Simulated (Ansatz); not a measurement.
K2GeAs2:
Space group Ibam (No. 72); a = 6.953 Å, b = 13.286 Å, c = 6.549 Å, α = β = γ = 90.00°

```
atom  site  symmetry       x       y       z
----  ----  --------  ------  ------  ------
K       8j       ..m  0.3342  0.3583  0.0000
Ge      4b       222  0.0000  0.5000  0.2500
As      8j       ..m  0.3286  0.1051  0.0000
```
(The calculation used a cell of 10 atoms; values per cell refer to that cell.)

Relaxed with PBEsol. The program Ansatz at the PBEsol level (PAW) gives a gap of 0.82 eV.

Question: What gap does HSE06 give on the same cell (Ansatz, PAW)?

Answer: 1.59 eV, 0.77 eV more. The hybrid was solved on a coarser mesh and at special points; the gap given is the minimum over both.

Cost on shared cores: the PBEsol run (SCF on a 6×6×6 mesh, then bands and DOS) very roughly 10 core-minutes, the HSE06 run (SCF on 4×4×4, then a few points) about 14 core-minutes (a rough figure); the tasks are unlike.

The first step of the workflow began from a Materials Project structure, measured or hypothetical; the Crystallography Open Database files this formula in space group No. 72, but the cells were not matched. Its standing as an ambient phase is unchecked. The PBEsol relaxation kept the symmetry of its start; whether a distortion lowers the energy is not shown. Spin–orbit coupling is left out wherever it is not named.

Potentials: the later of the program's two PAW sets.
